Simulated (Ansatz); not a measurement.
Relaxed-ion elastic tensor of Zr3N4 in space group I-43d (No. 220; N on 16c, Zr on 12a) in GPa (Voigt order), plane-wave PAW LDA (Ansatz code); density 7.42 g/cm³, 10.54 Å³ per atom.

```
472  164  164  0.0  0.0  0.0
164  472  164  0.0  0.0  0.0
164  164  472  0.0  0.0  0.0
0.0  0.0  0.0  153  0.0  0.0
0.0  0.0  0.0  0.0  153  0.0
0.0  0.0  0.0  0.0  0.0  153
```

Problem. Is the crystal mechanically stable?

Solution. Yes: the smallest eigenvalue of C is 153 GPa.

Problem. Work out the Voigt, Reuss and Hill averages.

Solution. K_V = 267, K_R = 267, K_H = 267; G_V = 153, G_R = 153, G_H = 153 GPa.

Problem. Give Young's modulus, Poisson's ratio, Pugh's ratio and the universal anisotropy index.

Solution. E = 9KG/(3K + G) = 386 GPa; ν = 0.26; K/G = 1.74 (near the Pugh limit of 1.75, no verdict); A_U = 5G_V/G_R + K_V/K_R − 6 = 0.00.

Problem. Estimate the sound speeds and the Debye temperature.

Solution. v_l = √((K + 4G/3)/ρ) = 7970 m/s, v_t = √(G/ρ) = 4550 m/s, mean 5050 m/s; Θ = (h/k)(3n/4πV)^(1/3) v_m = 686 K.

Problem. Give the Zener ratio and Young's modulus along [100], [110] and [111].

Solution. A = 2C44/(C11 − C12) = 1.00; 1/E = S11 − 2(S11 − S12 − S44/2)Γ with Γ = 0, 1/4, 1/3 gives 387, 386, 386 GPa.

The LDA relaxation kept the symmetry of its start. The run is not spin-polarised.

Potentials: the later of the program's two PAW sets.
